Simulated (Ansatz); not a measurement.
Input for Ansatz (plane-wave DFT, PAW):

```yaml
crystal:
  lattice:
    - [-1.8506645308, 1.8506645308, 4.2246677034]
    - [1.8506645308, -1.8506645308, 4.2246677034]
    - [1.8506645308, 1.8506645308, -4.2246677034]
  atoms:
    - { symbol: Ta, position: [0.0, 0.0, 0.0] }
    - { symbol: Ga, position: [0.5, 0.5, 0.0] }
    - { symbol: Ga, position: [0.75, 0.25, 0.5] }
    - { symbol: Ga, position: [0.25, 0.75, 0.5] }
basis:
  ecutwfc: 420
kpoints:
  mp_grid: { grid: [16, 16, 16] }
hamiltonian:
  xc: pbesol
scf:
  occupations: { method: gaussian, width: 0.1 }
output:
  forces: true
  stress: true
  eigenvalues: true
  write_density: true
  write_potential: true
  elf: true
  volumetric_format: npy
relax:
  adjacent_minimum: "off"
  f_tol: 0.01
  max_steps: 30
  cell: { stress_tol: 0.1, fix: [volume] }
```

Run as
```bash
ansatz run input.yaml --threads 1 --pin off --max-ram 2560MiB --backend cpu --events-out ev --progress --plain --runs-dir out
```

Computed with DFT PBEsol, scalar-relativistic, plane waves, PAW (Ansatz 0.2.0).

Abridged output:

```
Pseudopotentials: kind: paw
Pseudopotential: Ta, paw, valence charge 13, recommended cutoff 420 eV (normal)
Pseudopotential: Ga, paw, valence charge 13, recommended cutoff 420 eV (normal)
Functional definition: PBEsol
Crystal: 4 atoms, lattice volume = 57.877 Å³
Basis set: ecut = 420 eV, 1115 PW (Γ), exchange–correlation on 72×72×72 points (8 copies of the dense FFT grid, shifted against one another)
Bands: 32, of which v1, the nominal top of the filled ones, is band 26 counted from 1 (25 counted from 0)
Symmetry: 16 space group operations
Space group: I4/mmm (ITA 139), of the structure as read, at distance tolerance 3.9e-5 Å
k-points: 349 of 4096
Initial density: superposition of atomic densities (neutral atoms: chi_scale 0, normalization atom), corrected by the library's trained network
Initial wavefunctions: pseudopotential atomic-orbital guess
Functional: x = pbesol(κ = 0.804, μ = 0.12345679), c = pbesol(β = 0.046)
SCF iter   1: F=—  HF=-21036.919099 eV  |F-HF|=—  |Δ(HF+E_count)|=         —  Δρ=4.41e-3  dr2=1.67e-2  ethr=1.77e-3  ⟨swp⟩=5.4  Hψ=49547  notcnv=0
SCF iter   2: F=—  HF=-21036.914898 eV  |F-HF|=—  |Δ(HF+E_count)|=   4.20e-3  Δρ=1.87e-3  dr2=2.44e-3  ethr=3.20e-5  ⟨swp⟩=2.0  Hψ=19384  notcnv=0
SCF iter   3: F=—  HF=-21036.914323 eV  |F-HF|=—  |Δ(HF+E_count)|=   5.74e-4  Δρ=1.08e-3  dr2=8.99e-4  ethr=4.69e-6  ⟨swp⟩=2.1  Hψ=17372  notcnv=0
SCF iter   4: F=—  HF=-21036.914085 eV  |F-HF|=—  |Δ(HF+E_count)|=   2.38e-4  Δρ=2.23e-4  dr2=3.50e-5  ethr=1.73e-6  ⟨swp⟩=2.1  Hψ=13316  notcnv=0
SCF iter   5: F=—  HF=-21036.914079 eV  |F-HF|=—  |Δ(HF+E_count)|=   6.39e-6  Δρ=5.11e-5  dr2=1.07e-6  ethr=6.73e-8  ⟨swp⟩=2.0  Hψ=18534  notcnv=0
SCF iter   6: F=—  HF=-21036.914079 eV  |F-HF|=—  |Δ(HF+E_count)|=   3.71e-9  Δρ=2.60e-5  dr2=3.17e-7  ethr=1.92e-10  ⟨swp⟩=12.0  Hψ=98577  notcnv=0
SCF iter   7: F=-21036.914078 eV  HF=-21036.914078 eV  |F-HF|=7.00e-9  |Δ(HF+E_count)|=   4.29e-7  Δρ=8.41e-6  dr2=2.30e-8  ethr=1.92e-10  ⟨swp⟩=9.8  Hψ=91795  notcnv=0
SCF 1 converged in 7 iterations: F = -21036.914078 eV  dr2 = 2.30e-8
  Residual-converged pass: ⟨swp⟩=1.1  Hψ=12587  notcnv=0  max |occ|·‖R‖ = 7.1e-9 eV (tolerance 1.0e-8 eV) dr2=2.30e-8  dr2_onsite=2.10e-8  max |Δocc| = 8.8e-11
relax step   1: F+E_penalty+E_count = -21036.91407833 eV  Δ(F+E_penalty+E_count) = +0.000e0 eV  max|allowed force component| = 1.561e-17 eV/Å  Δτ_max = 0.0000 Å  P = +10.101 GPa  Ω = 57.877 Å³  fix = [volume]  reactions: volume +10.101 GPa (7 SCF iters, dr2 threshold 1.00e-7 eV, accepted)
Initial density: handed on by an earlier stage of this run
Initial wavefunctions: those handed on with the density
SCF iter   1: F=—  HF=-21036.914090 eV  |F-HF|=—  |Δ(HF+E_count)|=         —  Δρ=7.47e-5  dr2=4.97e-6  ethr=6.37e-9  ⟨swp⟩=2.2  Hψ=49805  notcnv=0
SCF iter   2: F=—  HF=-21036.914088 eV  |F-HF|=—  |Δ(HF+E_count)|=   1.23e-6  Δρ=4.63e-5  dr2=2.12e-6  ethr=6.37e-9  ⟨swp⟩=1.1  Hψ=11201  notcnv=0
SCF iter   3: F=—  HF=-21036.914088 eV  |F-HF|=—  |Δ(HF+E_count)|=   6.67e-7  Δρ=1.63e-5  dr2=1.89e-7  ethr=4.08e-9  ⟨swp⟩=2.3  Hψ=18546  notcnv=0
SCF iter   4: F=—  HF=-21036.914088 eV  |F-HF|=—  |Δ(HF+E_count)|=   1.15e-7  Δρ=6.33e-6  dr2=2.98e-8  ethr=3.63e-10  ⟨swp⟩=2.0  Hψ=18822  notcnv=0
SCF iter   5: F=-21036.914088 eV  HF=-21036.914088 eV  |F-HF|=4.00e-10  |Δ(HF+E_count)|=   1.04e-8  Δρ=1.20e-6  dr2=6.30e-10  ethr=4.82e-11  ⟨swp⟩=7.3  Hψ=61824  notcnv=0
SCF 2 converged in 5 iterations: F = -21036.914088 eV  dr2 = 6.30e-10
relax step   2: F+E_penalty+E_count = -21036.91408759 eV  Δ(F+E_penalty+E_count) = -9.258e-6 eV  max|allowed force component| = 3.990e-17 eV/Å  Δτ_max = 0.0000 Å  P = +10.095 GPa  Ω = 57.877 Å³  energy of the carried Pulay correction = +1.373e-6 eV  fix = [volume]  reactions: volume +10.095 GPa (5 SCF iters, dr2 threshold 2.51e-8 eV, accepted)
Initial wavefunctions: pseudopotential atomic-orbital guess (no wavefunctions were taken with the density)
SCF iter   1: F=—  HF=-21036.914086 eV  |F-HF|=—  |Δ(HF+E_count)|=         —  Δρ=1.37e-6  dr2=7.21e-10  ethr=3.26e-9  ⟨swp⟩=3.2  Hψ=81806  notcnv=0
SCF iter   2: F=—  HF=-21036.914086 eV  |F-HF|=—  |Δ(HF+E_count)|=   1.80e-7  Δρ=7.92e-7  dr2=2.71e-10  ethr=1.39e-12  ⟨swp⟩=2.2  Hψ=20559  notcnv=0
SCF iter   3: F=-21036.914086 eV  HF=-21036.914086 eV  |F-HF|=2.91e-11  |Δ(HF+E_count)|=  1.46e-11  Δρ=4.25e-7  dr2=8.86e-11  ethr=1.00e-12  ⟨swp⟩=6.8  Hψ=55355  notcnv=0
SCF 3 converged in 3 iterations: F = -21036.914086 eV  dr2 = 8.86e-11
SCF converged after 3 iterations
Free energy (F): -21036.914086 eV
Harris-Foulkes:  -21036.914086 eV  (|F-HF|=2.91e-11)
Internal energy: -21036.910790 eV  (E = F + TS)
E sigma→0 (E₀):  -21036.912438 eV
Entropy (-TS):   -0.003296 eV (-0.824 meV/atom)
Fermi energy:    16.679729 eV
--- Per-component energies (eV) ---
  E_band       = -11.041336
  E_kinetic    = 725.098546
  E_local      = -5189.812531  (includes V_loc(G=0)·N_el)
  E_nonlocal   = 1292.278529
  E_hartree    = 2445.025949
  E_xc         = -429.568742
  E_vxc        = -387.258714  (∫ρ·V_xc dr)
  E_paw        = -14116.807727  (= ΣΔE_a)
  E_vpaw       = -1341.398895  (= ΣTr[D̂ρ^β])
  E_aug_tail   = -0.000200  (compensation charges beyond the density's cutoff)
  E_ewald      = -5765.927193
  E_core_change = 2.802580  (= ΣΔE_core)
  E_smearing   = -0.003296  (= −TS)
--- Forces (eV/Å), atoms counted from 1 ---
  atom   1  Ta     0.00000000     0.00000000     0.00000000
  atom   2  Ga     0.00000000     0.00000000     0.00000000
  atom   3  Ga     0.00000000     0.00000000     0.00000000
  atom   4  Ga     0.00000000     0.00000000     0.00000000
--- Stress (GPa, compression-positive) ---
       10.070009       0.000000       0.000000
        0.000000      10.070009       0.000000
        0.000000       0.000000      10.143560
  P = ⅓ Tr σ = 10.0945 GPa (100.945 kbar)
--- Band table (eV; the first three rows and the last of 349) ---
  k-point 0: bands = ["-51.4026", "-18.0642", "-18.0642", "-17.8780", "0.8195", "0.9208", "0.9799", "1.0881", "1.0881", "1.1091", "1.1149", "1.1781", "1.1781", "1.2148", "1.4541", "1.4614", "1.4614", "1.5240", "1.7096", "3.5740", "11.2274", "12.5713", "13.4725", "13.8557", "13.8557", "16.4996", "17.2601", "18.0826", "18.0826", "20.0479", "21.0001", "21.3822"]
  k-point 1: bands = ["-51.4025", "-18.0677", "-18.0667", "-17.8776", "0.8326", "0.9305", "0.9901", "1.0857", "1.0905", "1.1112", "1.1184", "1.1707", "1.1919", "1.2241", "1.4440", "1.4504", "1.4668", "1.5166", "1.6912", "3.6735", "11.3074", "12.4088", "13.4040", "13.4052", "14.0408", "16.3331", "17.0802", "18.2210", "18.5691", "19.5959", "20.9064", "21.4311"]
  k-point 2: bands = ["-51.4021", "-18.0773", "-18.0739", "-17.8764", "0.8634", "0.9613", "1.0169", "1.0784", "1.0994", "1.1180", "1.1196", "1.1688", "1.2284", "1.2405", "1.4192", "1.4273", "1.4644", "1.4957", "1.6449", "3.9709", "11.5332", "12.1053", "12.5866", "13.2430", "14.3719", "15.0038", "18.2308", "18.5573", "18.9458", "19.0299", "20.5708", "21.6287"]
  k-point 348: bands = ["-51.4025", "-18.0643", "-18.0643", "-17.8865", "0.8425", "0.8590", "0.8942", "0.8942", "0.9978", "1.0771", "1.0926", "1.1814", "1.4154", "1.4154", "1.4196", "1.4196", "1.5223", "1.5373", "1.7096", "5.7254", "6.1887", "12.7833", "14.5591", "14.5591", "15.2148", "16.7978", "16.7978", "17.2990", "20.4632", "20.7039", "21.2797", "21.7336"]
--- Relaxed structure (2 steps of the walk, 2 accepted, 1 SCFs on fresh bases) ---
  F+E_penalty+E_count = -21036.91408621 eV   max|allowed force component| = 3.469e-17 eV/Å   (the final SCF, on the basis selected at the relaxed cell)
  cell:  # Å, volume = 57.8773 Å³
    - [-1.85119131, 1.85119131, 4.22226364]
    - [1.85119131, -1.85119131, 4.22226364]
    - [1.85119131, 1.85119131, -4.22226364]
  atoms:
    - { symbol: Ta, position: [0.0, 0.0, 0.0] }
    - { symbol: Ga, position: [0.5, 0.5, 0.0] }
    - { symbol: Ga, position: [0.75, 0.24999999, 0.49999999] }
    - { symbol: Ga, position: [0.24999999, 0.75, 0.49999999] }
```

The relaxation met its thresholds.

It took 120 s on 1 thread of Arm Neoverse V2, with other jobs on the host, peak memory 0.75 GiB.

Spin–orbit coupling is left out, which can shift energies with elements as heavy as these.